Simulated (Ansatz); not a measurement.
**Calculated with Ansatz: AgSnGe, relaxation**

Launch command:

```bash
ansatz run input.yaml --threads 2 --pin off --max-ram 2560MiB --backend cpu --events-out ev --progress --plain --runs-dir out
```

input.yaml:

```yaml
crystal:
  lattice:
    - [7.101073, 0.0, 0.0]
    - [-3.550537, 6.149712, 0.0]
    - [0.0, 0.0, 4.196089]
  atoms:
    - { symbol: Sn, position: [0.41674, 0.0, 0.0] }
    - { symbol: Sn, position: [0.58326, 0.58326, 0.0] }
    - { symbol: Sn, position: [0.0, 0.41674, 0.0] }
    - { symbol: Ag, position: [0.75131, 0.0, 0.5] }
    - { symbol: Ag, position: [0.24869, 0.24869, 0.5] }
    - { symbol: Ag, position: [0.0, 0.75131, 0.5] }
    - { symbol: Ge, position: [0.6667, 0.3333, 0.5] }
    - { symbol: Ge, position: [0.3333, 0.6667, 0.5] }
    - { symbol: Ge, position: [0.0, 0.0, 0.0] }
  symmetry: { tolerance: 0.0003 }
kpoints:
  mp_grid: { grid: [6, 6, 8], shift: [0, 0, 0] }
magnetization:
  spin_polarized: false
scf:
  occupations: { method: fermi_dirac, width: 0.0453 }
  lower_state_search: "off"
hamiltonian:
  pseudopotentials: { kind: paw }
  xc: r2scan
basis:
  ecutwfc: 500
  fft_grid_basis: typed
relax:
  max_steps: 40
  cell: { p_target: 0.0 }
  f_tol: 0.03
output:
  forces: true
  stress: true
  eigenvalues: true
  bader: true
  populations: true
  elf: true
  write_potential: true
  volumetric_format: npy
  dos:
    e_range: [-12, 8]
    de: 0.05
    projected: { site_lists: { Ag: [Ag], Ge: [Ge], Sn: [Sn] } }
  write_density: true
checkpoint:
  read: saved_state
```

Origin of the cell: a known structure type with other elements, at an estimated volume, so it need not be a known compound.

The saved state is a converged single point of the same cell.

Steps («new basis» is an SCF on plane waves selected anew at the same cell):

```
step  ΔF (meV/atom)  max force component (eV/Å)  P (GPa)  volume (Å³)  SCF iterations   step was
   1            0.0                       0.310     3.16       183.24               8   accepted
   2          -14.0                       0.075    -1.81       196.23               8   accepted
   3          -17.5                       0.032    -0.32       191.96               6   accepted
   4          -17.7                       0.007     0.03       191.07               6   accepted
   5          -18.0                       0.008     0.04       191.07               7  new basis
```

The starting structure.

Space group P-62m (No. 189); the run's cell has a = 7.101 Å, b = 7.101 Å, c = 4.196 Å, α = 90.00°, β = 90.00°, γ = 120.00°. Shortest distances: Ag–Ge 2.72 Å, Ge–Sn 2.96 Å, Ag–Ag 3.06 Å, Ag–Sn 3.17 Å.

After:

Space group P-62m (No. 189); the run's cell has a = 7.276 Å, b = 7.276 Å, c = 4.168 Å, α = 90.00°, β = 90.00°, γ = 120.00°. Shortest distances: Ag–Ge 2.76 Å, Ge–Sn 2.89 Å, Ag–Ag 3.13 Å, Ag–Sn 3.28 Å.

```
CELL_PARAMETERS angstrom
7.27588 0.00000 0.00000
-3.63794 6.30109 0.00000
0.00000 0.00000 4.16759
ATOMIC_POSITIONS crystal
Sn 0.39709 0.00000 0.00000
Sn 0.60291 0.60291 0.00000
Sn 0.00000 0.39709 0.00000
Ag 0.75193 0.00000 0.50000
Ag 0.24807 0.24807 0.50000
Ag 0.00000 0.75193 0.50000
Ge 0.66667 0.33333 0.50000
Ge 0.33333 0.66667 0.50000
Ge 0.00000 0.00000 0.00000
```

- Free energy lowered by: 18.0 meV/atom
- Volume change: 4.27 %
- Final pressure: 0.04 GPa
- Relaxation steps listed: 5

Caveats: no moments, though an odd count or open d shells may carry them; the relaxation held the start's symmetry, so the end may be a saddle point.

The run took 6.7 min on 2 threads of Arm Neoverse V1, with other jobs on the host, peak memory 1.2 GiB, from a saved density.
